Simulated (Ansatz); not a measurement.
## Mg2C3: a vibration from a frozen displacement

Computed with DFT r2SCAN, scalar-relativistic, plane waves, PAW (Ansatz 0.2.0). The runs took a 500 eV cutoff, a Γ-centred 8×8×6 mesh and Gaussian smearing (0.05 eV). No spin polarisation. Energies are free energies at this smearing, counted from the undisturbed cell; pressure is positive in compression.

The starting cell (relaxed at this level; it needn't be the usual structure):

```
CELL_PARAMETERS angstrom
2.38702 -2.33941 -0.00634
2.38702 2.33941 -0.00634
-1.22536 0.00000 4.85842
ATOMIC_POSITIONS crystal
Mg 0.80824 0.80824 0.19843
Mg 0.19176 0.19176 0.80157
C 0.30417 0.30417 0.26146
C 0.69583 0.69583 0.73854
C 0.50000 0.50000 0.50000
```

Atom 3 (C) is moved by x along the Cartesian unit vector (0.486, 0.000, 0.874); the cell and all other atoms stay fixed. The cell's volume is 54.22 Å³; the moved atoms weigh 12.011 u together and the others 72.632 u.

```csv
x (Å),ΔE (meV/cell),total force on the moved atoms along the move (eV/Å),pressure (GPa)
-0.2000,790.65,6.7000,-5.1084
-0.1333,390.32,5.2165,-4.6082
-0.0667,109.44,3.0883,-2.9925
0.0000,0.00,0.0031,-0.0206
0.0333,32.54,-2.0196,2.0603
0.0667,139.44,-4.4556,4.6038
0.1000,334.84,-7.3672,7.6433
0.1333,636.44,-10.8508,11.2396
0.1667,1066.51,-15.0261,15.4668
0.2000,1647.18,-19.9947,20.3691
```

Q: What frequency belongs to this motion?

A: The force constant is k = −dF/dx = 55.918 eV/Å², from the parabola through x = -0.0667, 0 and 0.0333. In every cell the moved atoms swing against the rest, so the mass is μ = m₁m₂/(m₁ + m₂) = 10.307 u, and ν̃ = 521.5 cm⁻¹ × √(|k|/μ) = 1215 cm⁻¹. Steps this long are already anharmonic: the energies of the same points give k = 52.361 eV/Å², so the harmonic k is uncertain by that gap or more. The pattern needn't be a normal mode: ν̃² is then a weighted mean of the squared nonzero frequencies at the zone centre of this cell, taken without macroscopic field, so it lies between the lowest and the highest of them.

Q: How far does the harmonic law reach?

A: At x = -0.200 Å, kx²/2 = 1118.36 meV against the computed 790.65 meV (-29.3 %): the well softens in this direction at large amplitude.

Cost: 10 runs of about 3.6 core-minutes in all, on Arm Neoverse V2 (shared hosts).